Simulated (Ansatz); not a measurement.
Crystals of one structure type (hcp (Mg type)), relaxed and computed with the program Ansatz at the r²SCAN level (PAW).

```csv
crystal,a (Å),V (Å³/atom),K_Hill (GPa),G_Hill (GPa),Θ_D (K),B₀ by P(V) fit (GPa)
Be,2.261,7.90,125,168,1530,124
Sc,3.289,24.99,56.8,36.0,392,56.8
Zr,3.246,23.51,94.9,37.0,279,95.2
Hf,3.198,22.35,111,59.3,249,111
```

Spin orders computed, not proven ground states: Sc, hcp (Mg type) ferromagnetic. All cells were relaxed under the symmetry of their starts (and spin orders); stability against distortions was not tested throughout. Rows with no word on spin ran without spin polarisation. Spin–orbit coupling is left out wherever it is not named.

Potentials: the earlier of the program's two PAW sets.
